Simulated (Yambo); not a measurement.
G0W0@LDA for KAsF₆ (space group R-3, No. 148) in Yambo. Reference settings: 2×2×2 Γ-centred k mesh, 172 bands and a 7 Ry block in the screening, 172 bands in G with the Bruneval-Gonze terminator, plasmon pole fitted at 27.2 eV. The LDA gap Γ → Γ on this mesh is 5.14 eV; G0W0 gaps are taken between the same points.

Gap (Γ → Γ) in eV against the number of bands and the screening block, terminator on:

```tsv
bands (W and G)	2 Ry	3 Ry	4 Ry	6 Ry	7 Ry
52	11.767	11.259	11.063	10.836	10.810
74	11.248	10.725	10.522	10.298	10.270
102	11.052	10.506	10.301	10.077	10.048
137	10.974	10.418	10.207	9.984	9.954
172	10.936	10.369	10.155	9.931	9.900
```

Rough cost of the Yambo step against the reference (shared machines):

```
bands (W and G)  2 Ry  3 Ry  4 Ry  6 Ry  7 Ry
---------------  ----  ----  ----  ----  ----
52                1/5   1/5   1/4   1/4   1/4
74                1/3   1/3   1/3   1/2   1/3
102               1/2    ~1   1/2    ~1    ~1
137                ~1    ~1    ~1    ~1    ~1
172                ~1    ~1    ~1    ~1     1
```

At the largest block the last step in bands moves the gap by -0.054 eV; at the most bands the last step in the block moves it by -0.031 eV.

Spin-orbit splittings are left out.

The standard potential for As keeps a d shell in the valence without the s and p states of that shell. In tests on such compounds this moved G0W0 gaps by up to about 0.9 eV, so absolute quasiparticle energies here are unreliable; differences between settings are what counts.

Geometry of the Materials Project entry, not relaxed at this level; primitive cell a = 4.8442 Å, b = 4.8442 Å, c = 4.8442 Å, α = 97.99°, β = 97.99°, γ = 97.99°.
